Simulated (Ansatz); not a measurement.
Mg2Si (fluorite or antifluorite type, Fm-3m), DFT-PBE in the program Ansatz with PAW potentials. The conduction-band minimum lies at X, with 3 equivalent valleys. Second derivatives d²E/dk² of the lowest band at one valley (eV·Å²), along Cartesian directions:

| direction | d²E/dk² |
|---|---|
| [100] | 13.14 |
| [010] | 39.78 |
| [001] | 39.78 |
| [110] | 26.47 |
| [101] | 26.47 |
| [011] | 39.02 |

**Question.** Find the principal effective masses, the density-of-states mass and the conductivity mass.

**Answer.** Off-diagonal terms follow from H_xy = H[110] − (H_xx + H_yy)/2, and m*/mₑ = 7.620 eV·Å² over each eigenvalue: 0.19, 0.20, 0.58. One valley's DOS mass (m₁m₂m₃)^(1/3) = 0.28, conductivity mass 3/(Σ 1/mᵢ) = 0.25 mₑ.

**Question.** What effective density of states Nc follows at 300 K for parabolic valleys?

**Answer.** Nc = 2.509e19 × 3 × (0.28)^(3/2) ≈ 1.1e19 cm⁻³.

Symmetry was held in the PBE relaxation.

Potentials: the later of the program's two PAW sets.

Edges and masses are those of Kohn–Sham bands, whose gap is no quasiparticle gap.
